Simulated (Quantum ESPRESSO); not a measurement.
Inputs of pw.x and gipaw.x (a modified build of Quantum ESPRESSO, PBE) for AgCl; the starting potential comes from an earlier run on another mesh:

```
&CONTROL
  calculation = 'scf'
  prefix = 'x'
  pseudo_dir = './pseudo'
  outdir = './out'
  tprnfor = .true.
/
&SYSTEM
  ibrav = 0
  nat = 2
  ntyp = 2
  ecutwfc = 50
  ecutrho = 200
  occupations = 'fixed'
  nbnd = 9
/
&ELECTRONS
  conv_thr = 1e-11
  startingpot = 'file'
/
ATOMIC_SPECIES
Ag 107.868 Ag.GGA_PBE-JTH.UPF
Cl 35.450 Cl.GGA_PBE-JTH.UPF
CELL_PARAMETERS angstrom
    0.000000000000     2.773150000000     2.773150000000
    2.773150000000     0.000000000000     2.773150000000
    2.773150000000     2.773150000000     0.000000000000
ATOMIC_POSITIONS crystal
Ag     0.500000000000     0.500000000000     0.500000000000
Cl     0.000000000000     0.000000000000     0.000000000000
K_POINTS automatic
8 8 8 1 1 1
```

```
&INPUTGIPAW
  job = 'nmr'
  prefix = 'x'
  tmp_dir = './out/'
  restart_mode = 'from_scratch'
  pawproj(1) = .true.
  pawproj(2) = .true.
  use_nmr_macroscopic_shape = .false.
/
```

The cell was made here from an entry of the Crystallography Open Database (unchecked): atoms relaxed with PBE in the measured cell (PBE without dispersion, pw.x of Quantum ESPRESSO, symmetry kept).  Stability against distortions was not tested. The run has no spin polarisation.

What does gipaw.x print for the total shieldings?


```
     Total NMR chemical shifts in ppm: ---------------------------------------
     (adopting the Simpson convention for anisotropy and asymmetry)-----------

     Atom  1  Ag  pos: (  0.707107  0.707107  0.707107)  Total sigma:        3380.36
          3380.3586          0.0000         -0.0000
             0.0000       3380.3586         -0.0000
            -0.0000         -0.0000       3380.3586

     Ag      1    anisotropy:      0.00    eta:    0.0000
     Ag      1    sigma_11=   3380.36
     Ag      1    sigma_22=   3380.36
     Ag      1    sigma_33=   3380.36

     Atom  2  Cl  pos: (  0.000000  0.000000  0.000000)  Total sigma:         893.98
           893.9795          0.0000          0.0000
             0.0000        893.9795          0.0000
             0.0000          0.0000        893.9795

     Cl      2    anisotropy:      0.00    eta:    0.0000
     Cl      2    sigma_11=    893.98
     Cl      2    sigma_22=    893.98
     Cl      2    sigma_33=    893.98
```
The printed anisotropy is 3/2 (σ_33 − σ_iso) in the program's own order; the axes are left out here. All sites are cubic, so the anisotropy vanishes by symmetry. These are absolute shieldings with no macroscopic susceptibility term; δ = σ_ref − σ needs a reference computed alike. In our sweeps, cutoffs and meshes of this size left a few ppm, and up to some 20 ppm on atoms from Zn on. Spin–orbit coupling is left out; its weight grows with the heaviest atom, Ag here. No d partial waves on Cl: the paramagnetic term there is incompletely reconstructed. The band gap at this level is small, which makes the paramagnetic part of σ large and sensitive to the functional.
